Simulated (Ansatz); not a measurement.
Zone-centre phonons of TiRh$_{3}$ at 5 GPa: input and output

Level of theory: DFT LDA, scalar-relativistic, plane waves, PAW in Ansatz.

Launched with:
```bash
ansatz run input.yaml --threads 1 --pin off --max-ram 3072MiB --backend cpu --events-out ev --progress --plain --runs-dir out
```

Input (bare energies are in eV):
```yaml
crystal:
  lattice:
    - [3.7511335183, 0.0, 0.0]
    - [0.0, 3.7511335183, 0.0]
    - [0.0, 0.0, 3.7511335183]
  atoms:
    - { symbol: Ti, position: [0.0, 0.0, 0.0] }
    - { symbol: Rh, position: [0.0, 0.5, 0.5] }
    - { symbol: Rh, position: [0.5, 0.0, 0.5] }
    - { symbol: Rh, position: [0.5, 0.5, 0.0] }
basis:
  ecutwfc: 420
kpoints:
  mp_grid: { grid: [12, 12, 12] }
hamiltonian:
  xc: lda
scf:
  occupations: { method: fermi_dirac, width: 0.15 }
output:
  eigenvalues: true
phonons:
  method: dfpt
  eigenvectors: true
```

The end of the output:
```
--- Phonons (Γ-DFPT): 3 representative perturbations + reference, on 343 of 1728 k-points (Σ response iterations 11) ---
  k mesh reduced under 8 symmetry operations, with k and −k counted as one. Each operation leaves every solved displacement unchanged or reverses it
  ASR residual: 2.663e-3 → 0.000e0 eV/Å²; symmetrization residual: 1.552e-6 eV/Å²
  ASR residual per site (eV/Å²): 2.66e-3 6.24e-4 6.24e-4 6.24e-4
  Γ frequencies (cm⁻¹): 0.00 0.00 0.00 180.48 180.48 180.48 195.04 195.04 195.04 242.11 242.11 242.11
  non-analytic LO–TO correction: not included (Born effective charges unavailable; polar crystals: no LO–TO splitting at Γ)
```

Time: 4.9 min on 1 thread of Arm Neoverse V2, with other jobs on the host, peak memory 2.1 GiB.

In a metal, frequencies and elastic constants depend on the k mesh and the smearing, soft modes and shear constants most. Other phases may be more stable at this pressure.